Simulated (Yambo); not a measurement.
Quantum ESPRESSO input (PBEsol, PseudoDojo standard norm-conserving files, scalar-relativistic) whose wavefunctions are converted with p2y:

```
&CONTROL
  calculation = 'nscf'
  pseudo_dir = './pseudo'
  outdir = './out'
/
&SYSTEM
  ibrav = 0
  nat = 3
  ntyp = 2
  ecutwfc = 84.0
  ecutrho = 336.0
  occupations = 'fixed'
  force_symmorphic = .true.
  nbnd = 159
  assume_isolated = '2D'
/
&ELECTRONS
  conv_thr = 3.0000000000000004e-09
  diago_full_acc = .true.
  diago_thr_init = 1e-08
/
ATOMIC_SPECIES
Mg 24.3050 Mg.upf
I 126.9045 I.upf
CELL_PARAMETERS angstrom
  4.130242301363   0.000000000000   0.000000000000
 -2.065121150681   3.576894756765   0.000000000000
  0.000000000000   0.000000000000  16.300000000000
ATOMIC_POSITIONS crystal
Mg   0.000000000000   0.000000000000   0.000000000000
I   0.333333333333   0.666666666667   0.102246970500
I   0.666666666667   0.333333333333  -0.102246970500
K_POINTS automatic
3 3 1 0 0 0
```

Yambo's initialisation report on symmetry, reciprocal space, the k grid and the gaps on this mesh:

```
  [02.02] Symmetries
  ==================

  Inversion symmetry    : yes
  Spatial inversion     : yes
  Inversion index       :   7
  K-space Time-reversal : no
  Magnetic symmetries   : no
  Group table correct   : yes
  Symmetries units      :  [cc]

  [02.03] Reciprocal space
  ========================

  nG shells         :   7421
  nG charge         :  169067
  nG WFs            :  24855
  nC WFs            :  21161
  G-vecs. in first 80 shells:  [ Number ]
     1    3    5    7    9   15   27   39   41
    53   55   67   79   81   93   99  111  113
   125  137  149  161  163  169  181  193  205
   217  229  241  253  255  267  279  291  303
    315   317   329   341   353   365   367   379   403
    415   439   463   487   499   511   523   525   549
    573   585   597   603   615   627   639   663   675
    677   689   701   713   737   749   761   773   775
    799   811   823   835   859   871   877   889
  ...
  Shell energy in first 80 shells:  [ mHa ]
     0.0000   20.8045   83.2179  187.2403  332.8716  432.0357  452.8402  515.2537  520.1119
    619.276      748.961      764.907      952.148      1019.42      1181.00      1296.11      1316.91      1331.49
    1379.33      1451.46      1483.35      1628.98      1685.16      1728.14      1748.95      1763.52      1811.36
    1816.22      1915.38      2045.07      2061.01      2080.45      2117.20      2248.25      2315.53      2477.10
    2512.48      2517.34      2627.59      2747.56      2949.38      2981.27      2995.84      3024.25      3045.05
    3059.63      3107.47      3211.49      3357.12      3376.55      3413.31      3427.88      3515.96      3544.36
    3773.21      3808.59      3813.45      3888.32      3909.13      3947.99      3971.54      4043.67      4075.56
    4077.68      4221.19      4245.48      4291.95      4355.74      4408.43      4509.71      4637.28      4681.01
    4709.41      4723.99      4812.06      4907.74      5104.70      5113.04      5184.43      5205.23
  ...

  [02.04] K-grid lattice
  ======================

  Compatible Grid is   : 2D
  Base K vectors       :  K_min[ 1 ]  K_min[ 2 ]  K_min[ 3 ]
  K_min[ 1 ] : -0.10751E-12 -0.33333       0.0000     [rlu]
  K_min[ 2 ] :  0.333333 -0.333333  0.000000 [rlu]
  Grid dimensions      :  3  3
  K lattice UC volume  :  0.016960 [a.u.]

  IBZ K-points                                      :  3
  BZ  K-points                                      :   9

  K/Q-points units:
  rlu = crystal or reduced units; cc = cartesian coordinates; iku = interal k-units

  K [1]          [rlu]:  0.000000  0.000000  0.000000
         WF components:  21161
  K [2]          [rlu]:  0.000000  0.333333  0.000000
         WF components:  21136
  K [3]          [rlu]:  0.333333  0.333333  0.000000
         WF components:  21078

  [02.05] Energies & Occupations
  ==============================

  [X] === General ===
  [X] Electronic Temperature                        :  0.000000  0.000000 [eV K]
  [X] Bosonic    Temperature                        :  0.000000  0.000000 [eV K]
  [X] Finite Temperature mode                       : no
  [X] El. density                                   :  0.99665E+23 [cm-3]
  [X] Fermi Level                                   : -6.370246 [eV]

  [X] === Gaps and Widths ===
  [X] Conduction Band Min                           :  4.067274 [eV]
  [X] Valence Band Max                              :  0.000000 [eV]
  [X] Filled Bands                                  :  12
  [X] Empty Bands                                   :   13  159
  [X] Direct Gap                                    :  4.098557 [eV]
  [X] Direct Gap localized at k                     :  1
  [X] Indirect Gap                                  :  4.067274 [eV]
  [X] Indirect Gap between kpts                     :  1  2
  [X] Last valence band width                       :  0.805957 [eV]
  [X] 1st conduction band width                     :  0.391549 [eV]
```
The gaps are PBEsol values on this mesh alone; only operations without fractional translations are kept.

Spin-orbit coupling is not included.

Geometry relaxed with PBEsol.
